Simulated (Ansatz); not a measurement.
Ansatz (an electronic-structure program) input:

Ansatz 0.2 input:
```yaml
crystal:
  lattice:
    - [2.893208524, 0.0, 0.0]
    - [0.0, 2.893208524, 0.0]
    - [0.0, 0.0, 2.893208524]
  atoms:
    - { symbol: Al, position: [0.0, 0.0, 0.0] }
    - { symbol: Ni, position: [0.5, 0.5, 0.5] }
kpoints:
  mp_grid: { grid: [14, 14, 14] }
basis: { xc_grid: 2 }
hamiltonian:
  xc: pbe
  pseudopotentials: { kind: paw }
scf:
  occupations: { method: gaussian, width: 0.1 }
checkpoint: { read: metal.run }
output: { bader: true, populations: true }
```

Output (shortened):

```
Pseudopotential: Al, paw, valence charge 3
Pseudopotential: Ni, paw, valence charge 18
Functional definition: PBE
Crystal: 2 atoms, lattice volume = 24.218 Å³
Basis set: ecut = 420 eV, 461 PW (Γ), exchange–correlation on 40×40×40 points (8 copies of the dense FFT grid, shifted against one another)
Bands: 19, of which v1, the nominal top of the filled ones, is band 11 counted from 1 (10 counted from 0)
Symmetry: 48 space group operations
Space group: Pm-3m (ITA 221), of the structure as read, at distance tolerance 2.9e-5 Å
k-points: 120 of 2744
Stability of the state it starts from, as read at its close in the unpolarized treatment …
iter 1 solved again at ethr=7.45e-9 eV; its pass at ethr=3.10e-3 eV (dr2=1.57e-6 eV) is discarded
SCF iter   1: F=—  HF=-6378.531469 eV  |F-HF|=—  |Δ(HF+E_count)|=         —  Δρ=7.27e-7  dr2=5.50e-11  ethr=7.45e-9  ⟨swp⟩=3.1  Hψ=16523  notcnv=0
preconditioner: auto → none
SCF iter   2: F=-6378.531469 eV  HF=-6378.531469 eV  |F-HF|=1.00e-11  |Δ(HF+E_count)|=  9.19e-11  Δρ=1.89e-7  dr2=7.69e-12  ethr=1.00e-12  ⟨swp⟩=5.7  Hψ=7844  notcnv=0
SCF 1 converged in 2 iterations: F = -6378.531469 eV  dr2 = 7.69e-12
SCF converged after 2 iterations
Free energy (F): -6378.531469 eV
Harris-Foulkes:  -6378.531469 eV  (|F-HF|=1.00e-11)
Internal energy: -6378.526301 eV  (E = F + TS)
E sigma→0 (E₀):  -6378.528885 eV
Entropy (-TS):   -0.005168 eV (-2.584 meV/atom)
Fermi energy:    13.741235 eV
--- Per-component energies (eV) ---
  E_band       = -340.002577
  E_kinetic    = 310.570932
  E_local      = -4464.447697  (includes V_loc(G=0)·N_el)
  E_nonlocal   = 647.761133
  E_hartree    = 1920.796936
  E_xc         = -126.070510
  E_vxc        = -140.354440  (∫ρ·V_xc dr)
  E_paw        = -2100.400012  (= ΣΔE_a)
  E_vpaw       = -535.127096  (= ΣTr[D̂ρ^β])
  E_aug_tail   = 0.000487  (compensation charges beyond the density's cutoff)
  E_ewald      = -2566.737570
  E_smearing   = -0.005168  (= −TS)
  E_closure    = 0.000000  (closes the sum)
  Σ components = -6378.531469   (vs F -6378.531469, Δ=0.00e0)
  [band-id]    e_kinetic+e_local+e_nonlocal+2·e_hartree+e_vxc+e_vpaw+e_augmentation_tail = -340.002809   (vs E_band -340.002577, Δ=-2.32e-4)
--- Band table (eV; the first three rows and the last of 120) ---
  k-point 0: bands = ["-89.5123", "-49.9142", "-49.9142", "-49.9142", "2.6982", "10.5949", "10.5949", "12.2640", "12.2640", "12.2640", "19.1944", "19.1944", "19.1944", "21.8140", "21.8140", "27.2511", "34.2787", "34.2787", "34.2787"]
  k-point 1: bands = ["-89.5122", "-49.9152", "-49.9141", "-49.9141", "2.7914", "10.5873", "10.6168", "12.2233", "12.2233", "12.2683", "18.2277", "19.3176", "19.3176", "21.8198", "22.6799", "27.5844", "33.2861", "33.2861", "34.2882"]
  k-point 2: bands = ["-89.5120", "-49.9183", "-49.9139", "-49.9139", "3.0696", "10.5399", "10.6789", "12.1137", "12.1137", "12.2804", "16.6447", "19.6756", "19.6756", "21.8367", "23.9107", "28.6483", "31.6085", "31.6085", "33.7129"]
  k-point 119: bands = ["-89.5084", "-49.9319", "-49.9319", "-49.9319", "9.7263", "9.7263", "9.7263", "12.8154", "12.8154", "15.7413", "15.7413", "15.7413", "17.3419", "18.1718", "18.1718", "18.1718", "21.2927", "40.4235", "40.4235"]
--- Löwdin populations: 2 sites ---
  site symbol       q [e]
     0     Al      3.3018
     1     Ni     17.5172
  spilling = 0.008618 (of n_electrons = 21.000000)
--- Bader charges: 2 sites ---
  site symbol  charge [e]  shift [e]
     0     Al      1.6666     0.0002
     1     Ni     -1.6666     0.0002
  shift: an alarm, by how much a part of what the PAW files miss would move the charge. Where it is large, compare
  with a run on PAW files of another source; a small one proves nothing
  estimated error of the sums over rays = 3.6e-4 e
```

Cost: roughly 20 core-seconds on shared cores.

The cell was relaxed with PBE under the symmetry of its start; phonons on a q-mesh show no instability. No spin polarisation was allowed.

Potentials: the later of the program's two PAW sets.

Ansatz is a plane-wave DFT program.
